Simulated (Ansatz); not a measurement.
Ca₂H₆Os, first-principles data

Ca₂H₆Os:
```
Ca2H6Os
1.0
    0.00000     3.60638     3.60638
    3.60638     0.00000     3.60638
    3.60638     3.60638     0.00000
Ca H Os
2 6 1
Cartesian
  1.80319   1.80319   1.80319
  5.40957   5.40957   5.40957
  1.71293   3.60638   3.60638
  5.49983   3.60638   3.60638
  3.60638   1.71293   3.60638
  3.60638   5.49983   3.60638
  3.60638   3.60638   1.71293
  3.60638   3.60638   5.49983
  0.00000   0.00000   0.00000
```

Space group Fm-3m (No. 225); conventional cell a = b = c = 7.2128 Å, α = β = γ = 90.00°.

Method: DFT-r²SCAN in the program Ansatz with PAW potentials. Geometry: relaxed at this level of theory. Other levels are named where they apply.

**Cell and energy**

Volume per atom: 10.42 Å³
Density: 4.89 g/cm³
Formation energy from the elements (no fitted shifts): -706 meV/atom

**Electronic structure**

* **Band gap**: 3.10 eV (smallest direct gap 3.11 eV)
* **Valence-band maximum**: at W
* **Conduction-band minimum**: at X (3 equivalent valleys)
* **Electron effective mass**: 0.62, 0.78, 0.78 mₑ (principal values)
* **Electron effective mass with spin–orbit coupling**: 0.64, 0.82, 0.82 mₑ (principal values)
* **HSE06 gap on the r²SCAN cell**: 4.00 eV
* **Gap with spin–orbit coupling**: 2.94 eV

**Mechanics**

- Bulk modulus (Birch–Murnaghan fit): 63.2 GPa
- Pressure derivative B′: 3.8

**Charges**

Bader charges: Ca +1.50, H -0.49, Os -0.08 e

The first step of the workflow began from a Materials Project structure, measured or hypothetical; the Crystallography Open Database copy checked does not list it. Whether it is the stable phase at ambient conditions was not checked. The cell was relaxed with r²SCAN under the symmetry of its start; its stability against distortions is not shown here. The run is not spin-polarised. The references are the lowest solids computed at this level, not always the standard phases (solids in place of the gases). Scalar-relativistic: spin–orbit coupling is off unless named, which matters more the heavier the elements.

Potentials: the later of the program's two PAW sets.
